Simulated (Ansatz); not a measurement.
**Ga$_{3}$BSb$_{2}$: zone-centre modes**

Computed with Ansatz, DFT PBE, scalar-relativistic, plane waves, PAW. Cutoff 420 eV, 12×12×4 k-points (Γ-centred), Gaussian smearing of 0.10 eV. No spin polarisation. Phonons by linear response, acoustic sum rule imposed.

Relaxed structure:
```yaml
crystal:
  lattice:
    - [3.75216, 0.00000, 0.00000]
    - [-1.87608, 3.24946, 0.00000]
    - [0.00000, 0.00000, 10.77651]
  atoms:
    - { symbol: Ga, position: [0.66667, 0.33333, 0.08068] }
    - { symbol: Ga, position: [0.66667, 0.33333, 0.43439] }
    - { symbol: Ga, position: [0.00000, 0.00000, 0.58795] }
    - { symbol: B, position: [0.00000, 0.00000, 0.78156] }
    - { symbol: Sb, position: [0.33333, 0.66667, 0.85019] }
    - { symbol: Sb, position: [0.33333, 0.66667, 0.26523] }
```

It was reached by relaxing an invented guess, and it needn't be the stable form of this composition. In a metal, frequencies depend on the k mesh and the smearing, soft modes most. Spin–orbit coupling is left out, which matters for heavy elements.

Question: Is this structure stable against zone-centre distortions?

Answer: Yes, at Γ: no optical mode is imaginary. Strains and other wave vectors aren't tested by this run.

Question: List the optical modes at Γ (i marks imaginary ones).

Answer:
```csv
frequency (meV),degeneracy
2.8,2
8.1,2
9.6,1
10.7,2
13.8,1
14.7,2
18.0,1
23.0,1
66.2,2
67.6,1
```
